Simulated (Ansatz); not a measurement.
MgAu: from a starting cell to a relaxed one

The start is a randomly generated symmetric cell of MgAu (space group No. 129). The cell and all atomic positions are relaxed at zero pressure with PBEsol (plane waves to 420 eV, PAW, scalar-relativistic; Ansatz, a quantum-chemistry and plane-wave program). First-step values are on the input's coarse k-mesh.

Ansatz input (later rounds restart from its end on a renewed k-mesh):
Ansatz 0.2 input:
```yaml
crystal:
  lattice:
    - [4.9051286, 0, 0]
    - [0, 4.9051286, 0]
    - [0, 0, 3.2892191]
  atoms:
    - { symbol: Au, position: [0.5, 0, 0.67912666] }
    - { symbol: Au, position: [0, 0.5, 0.32087334] }
    - { symbol: Mg, position: [0, 0, 0.5] }
    - { symbol: Mg, position: [0.5, 0.5, 0.5] }
basis: { ecutwfc: 420, ecutrho_ratio: 4, xc_grid: 2, fft_grid_basis: typed }
kpoints: { mp_grid: { grid: [7, 7, 10] } }
hamiltonian:
  xc: pbesol
  dispersion: none
  pseudopotentials: { kind: paw }
scf: { occupations: { method: fermi_dirac, width: 0.05 } }
relax: { f_tol: 0.01, max_steps: 100, cell: { stress_tol: 0.02 } }
output: { forces: true, stress: true }
```

Question: How large is the pressure on the unrelaxed cell, and of which sign?

Answer: +7.3 GPa (positive: the cell is compressed).

Question: What symmetry does the relaxed structure have?

Answer: The space group goes from P4/nmm (No. 129) to Pm-3m (No. 221); the end is CsCl type, with 2 atoms in the primitive cell.

Question: By how much does the energy per atom fall from start to end?

Answer: 0.59 eV/atom.

Question: How do the shortest distances between atoms change?

Answer: The closest pairs of elements (up to four, under 3.6 Å), start → end: Au–Mg 2.52 → 2.82 Å; Mg–Mg 3.29 → 3.26 Å; Au–Au 3.29 → 3.26 Å.

Question: What band gap does the relaxed structure have at this level?

Answer: Zero (metallic).

Question: What does it relax into? Give the structure.

Answer: 
Space group Pm-3m (No. 221); a = 3.2584 Å, b = 3.2584 Å, c = 3.2584 Å, α = 90.00°, β = 90.00°, γ = 90.00°

| atom | site | symmetry | x | y | z |
|---|---|---|---|---|---|
| Au | 1a | m-3m | 0.0000 | 0.0000 | 0.0000 |
| Mg | 1b | m-3m | 0.5000 | 0.5000 | 0.5000 |

Final values are on a 14×14×14 k-mesh of the relaxed cell. No spin polarisation in the result.

The run could not lose the symmetry of its start.
